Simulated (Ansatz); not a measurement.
CaO (CsCl type, Pm-3m) is relaxed with DFT-r²SCAN in the program Ansatz with PAW potentials. What lattice parameters of the conventional cell result?

a = 2.903 Å.

Is it a metal or does it have a gap at this level?

A gap of 3.27 eV, indirect.

This is a known high-pressure phase of the composition, computed here at zero pressure and temperature. Symmetry was held in the r²SCAN relaxation. At this level the phase is mechanically unstable.

Potentials: the earlier of the program's two PAW sets.
